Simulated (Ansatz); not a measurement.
Input file for Ansatz (a program for electronic structure):

Ansatz 0.2 input:
```yaml
crystal:
  lattice:
    - [4.1758828839, 0.0, 0.0]
    - [-2.0879414419, 3.6164206607, 0.0]
    - [0.0, 0.0, 5.1437316267]
  atoms:
    - { symbol: Al, position: [0.0, 0.0, 0.0] }
    - { symbol: Al, position: [0.3333333333, 0.6666666667, 0.6465835415] }
    - { symbol: Al, position: [0.6666666667, 0.3333333333, 0.3534164585] }
    - { symbol: Pt, position: [0.3333333333, 0.6666666667, 0.1646822604] }
    - { symbol: Pt, position: [0.6666666667, 0.3333333333, 0.8353177396] }
kpoints:
  mp_grid: { grid: [11, 11, 8] }
hamiltonian:
  xc: lda
  pseudopotentials: { kind: paw }
scf:
  occupations: { method: fermi_dirac, width: 0.1 }
phonons:
  method: dfpt
  response_accuracy: low
  eigenvectors: true
  rigid_motions: translations
```

Output (shortened):

```
Pseudopotential: Al, paw, valence charge 3
Pseudopotential: Pt, paw, valence charge 18
Functional definition: SPW92
Crystal: 5 atoms, lattice volume = 77.679 Å³
Basis set: ecut = 420 eV, 1499 PW (Γ), exchange–correlation on 60×60×72 points (8 copies of the dense FFT grid, shifted against one another)
Bands: 28, of which v1, the nominal top of the filled ones, is band 23 counted from 1 (22 counted from 0)
Symmetry: 12 space group operations
k-points: 270 of 968 (irreducible under 2 space group operations, time reversal used)
SCF iter   1: F=—  HF=-26033.748292 eV  |F-HF|=—  |Δ(HF+E_count)|=         —  Δρ=6.06e-3  dr2=3.39e-2  ethr=1.77e-3  ⟨swp⟩=6.4  Hψ=34670  notcnv=0
preconditioner: auto → Kerker (q_TF=auto, 2.491 Å⁻¹)
SCF iter   2: F=—  HF=-26033.743402 eV  |F-HF|=—  |Δ(HF+E_count)|=   4.89e-3  Δρ=2.84e-3  dr2=5.92e-3  ethr=7.54e-5  ⟨swp⟩=1.1  Hψ=9982  notcnv=0
SCF iter   3: F=—  HF=-26033.742412 eV  |F-HF|=—  |Δ(HF+E_count)|=   9.90e-4  Δρ=1.01e-3  dr2=1.27e-3  ethr=1.32e-5  ⟨swp⟩=1.0  Hψ=7597  notcnv=0
SCF iter   4: F=—  HF=-26033.742099 eV  |F-HF|=—  |Δ(HF+E_count)|=   3.13e-4  Δρ=2.18e-4  dr2=4.96e-5  ethr=2.82e-6  ⟨swp⟩=2.2  Hψ=10758  notcnv=0
SCF iter   5: F=—  HF=-26033.742084 eV  |F-HF|=—  |Δ(HF+E_count)|=   1.47e-5  Δρ=5.78e-5  dr2=6.57e-6  ethr=1.10e-7  ⟨swp⟩=2.3  Hψ=11306  notcnv=0
SCF iter   6: F=—  HF=-26033.742081 eV  |F-HF|=—  |Δ(HF+E_count)|=   3.32e-6  Δρ=1.79e-5  dr2=3.46e-7  ethr=1.46e-8  ⟨swp⟩=2.1  Hψ=10704  notcnv=0
SCF iter   7: F=—  HF=-26033.742081 eV  |F-HF|=—  |Δ(HF+E_count)|=   1.32e-7  Δρ=4.50e-6  dr2=1.67e-8  ethr=7.70e-10  ⟨swp⟩=1.6  Hψ=9024  notcnv=0
SCF iter   8: F=—  HF=-26033.742081 eV  |F-HF|=—  |Δ(HF+E_count)|=   3.88e-9  Δρ=8.94e-7  dr2=7.17e-10  ethr=3.72e-11  ⟨swp⟩=2.1  Hψ=10852  notcnv=0
SCF iter  10: F=-26033.742081 eV  HF=-26033.742081 eV  |F-HF|=7.28e-12  |Δ(HF+E_count)|=  7.28e-12  Δρ=3.85e-8  dr2=1.77e-12  ethr=1.00e-12  ⟨swp⟩=6.0  Hψ=31644  notcnv=0
the search or the solves at the SCF's close seem to have found levels that the self-consistency loop had missed (the run counts 2) …
SCF 1 converged in 10 iterations: F = -26033.742081 eV  dr2 = 1.77e-12
DFPT response loops at Γ: preconditioner auto → Kerker (q_TF=auto, 2.491 Å⁻¹) (partly filled bands, converged f_vac=0.002) …
SCF converged after 10 iterations
Free energy (F): -26033.742081 eV
Harris-Foulkes:  -26033.742081 eV  (|F-HF|=7.28e-12)
Internal energy: -26033.710441 eV  (E = F + TS)
E sigma→0 (E₀):  -26033.726261 eV
Entropy (-TS):   -0.031640 eV (-6.328 meV/atom)
Fermi energy:    13.935877 eV
--- Per-component energies (eV) ---
  E_band       = -545.350313
  E_kinetic    = 1357.405260
  E_local      = -5222.174624  (includes V_loc(G=0)·N_el)
  E_nonlocal   = 441.396464
  E_hartree    = 2091.658425
  E_xc         = -645.276170
  E_vxc        = -701.854358  (∫ρ·V_xc dr)
  E_paw        = -19685.485475  (= ΣΔE_a)
  E_vpaw       = -603.440235  (= ΣTr[D̂ρ^β])
  E_aug_tail   = 0.000323  (compensation charges beyond the density's cutoff)
  E_ewald      = -4372.329533
  E_core_change = 1.094889  (= ΣΔE_core)
  E_smearing   = -0.031640  (= −TS)
  E_closure    =  0.000000  (closes the sum)
  Σ components = -26033.742081   (vs F -26033.742081, Δ=0.00e0)
  [band-id]    e_kinetic+e_local+e_nonlocal+2·e_hartree+e_vxc+e_vpaw+e_augmentation_tail = -545.350319   (vs E_band -545.350313, Δ=-6.71e-6)
--- Band table (eV; the first three rows and the last of 270) ---
  k-point 0: bands = ["-85.3087", "-85.3019", "-39.4967", "-39.4713", "-39.4713", "-39.4422", "-39.4166", "-39.4166", "2.7348", "6.7129", "7.9690", "7.9690", "8.0332", "8.6128", "8.6128", "9.8683", "9.8683", "11.0986", "11.0986", "11.1906", "11.7941", …
  k-point 1: bands = ["-85.3087", "-85.3019", "-39.4966", "-39.4713", "-39.4713", "-39.4424", "-39.4166", "-39.4166", "2.8237", "6.5568", "7.9382", "7.9392", "7.9392", "8.5989", "8.5989", "9.9313", "9.9313", "10.7276", "11.1035", "11.1035", "12.6933", …
  k-point 2: bands = ["-85.3087", "-85.3019", "-39.4964", "-39.4712", "-39.4712", "-39.4429", "-39.4167", "-39.4167", "3.0777", "6.0719", "7.8385", "7.8755", "7.8755", "8.5579", "8.5579", "10.1044", "10.1044", "10.4056", "11.0886", "11.0886", "14.1254", …
  k-point 269: bands = ["-85.3068", "-85.3039", "-39.4971", "-39.4907", "-39.4788", "-39.4261", "-39.4157", "-39.4105", "4.6866", "6.7430", "7.0192", "8.0867", "8.5762", "8.7284", "9.2505", "9.7335", "9.9314", "10.3450", "10.6310", "10.7202", "11.2531", …
--- Phonons (Γ-DFPT): 6 representative perturbations + reference, on 270 of 968 k-points (Σ response iterations 17) ---
  ASR residual: 2.355e-4 → 0.000e0 eV/Å²; symmetrization residual: 1.245e-4 eV/Å²
  ASR residual per site (eV/Å²): 7.40e-5 7.02e-5 7.02e-5 2.36e-4 2.36e-4
  Γ frequencies (cm⁻¹): 0.00 0.00 0.00 112.07 112.07 142.00 179.51 206.81 206.81 271.33 271.33 328.20 340.11 340.11 361.50
  non-analytic LO–TO correction: not included (Born effective charges unavailable; polar crystals: no LO–TO splitting at Γ)
```

Cost: very roughly 4 core-minutes on shared cores.

Space group P-3m1 (La2O3 or Ni2Al3 type). The workflow started from a Materials Project entry (that database holds measured and hypothetical structures alike); the Crystallography Open Database copy checked does not list it. Its standing as an ambient phase is unchecked. The LDA relaxation kept the symmetry of its start; whether a distortion lowers the energy is not shown. No spin polarisation was allowed. As this level gives no gap, phonon frequencies hold no LO–TO term and depend on the k-mesh and smearing (Fermi–Dirac, 0.1 eV here). Spin–orbit coupling is left out wherever it is not named.

Potentials: the later of the program's two PAW sets.

Ansatz is a plane-wave DFT program.
